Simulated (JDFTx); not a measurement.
# Double layer at Cu(111)

```json
{
  "surface": "Cu(111)",
  "bulk": "Cu, Fm-3m, lattice of mp-30 (not re-optimised)",
  "slab": "6 atoms in 6 planes, 1x1, 10.4 Å between the outermost planes",
  "in-plane cell": "2.530 × 2.530 Å, 5.54 Å²",
  "cell_height": "26.3 Å",
  "sampling": "10×10×1 k mesh, Fermi smearing 0.01 Ha, no spin polarisation"
}
```

Method: PBE, GBRV ultrasoft potentials, plane waves to 20/100 Ha, in a modified build of JDFTx. Outer atoms relaxed in vacuum, keeping the start's symmetry. The same nuclei were then put into each liquid, at zero charge and at set potentials or charges. This is a symmetric, unreconstructed model surface, and the continuum liquid cannot react with it. Potentials refer to SHE, placed 4.44 V below the bulk liquid's zero by convention. Convergence in thickness and k mesh wasn't tested for this slab.

In vacuum the work function is 4.88 eV, which would put the uncharged electrode at 0.44 V vs SHE if the liquid did nothing. Each liquid moves the Fermi level of the neutral slab, now counted from the bulk liquid: CANDLE, water, 1 M NaCl by 0.30 eV, to a potential of zero charge of 0.14 V; SaLSA, water, 1 M NaCl by 0.57 eV, to a potential of zero charge of -0.13 V; linear PCM (GLSSA13), water, 1 M NaCl by 0.27 eV, to a potential of zero charge of 0.18 V. The models of water differ by 0.31 V among themselves.

Charging:

```csv
liquid,U − U_pzc (V),σ (μC/cm²),σ/(U − U_pzc) (μF/cm²),Δγ (mJ/m²)
"CANDLE, water",0.16,2.1,13,-2
"CANDLE, water",0.91,12.9,14,-56
"linear PCM (GLSSA13), water",-0.58,-8.2,14,-24
"linear PCM (GLSSA13), water",0.62,10.9,17,-32
```

The mean capacitance runs from 13 to 17 μF/cm². Δγ, the grand free energy per area against the neutral surface, is negative throughout, since charging at a held potential lowers it. The cavity function reaches one half at 3.1 Å (CANDLE, water), 3.1 Å (SaLSA, water), 2.5 Å (linear PCM (GLSSA13), water) above the top atoms; the models define their cavities differently. CANDLE's negatively charged runs are left out, as they depend on the cell height. No specific adsorption of ions or solvent is in these numbers.
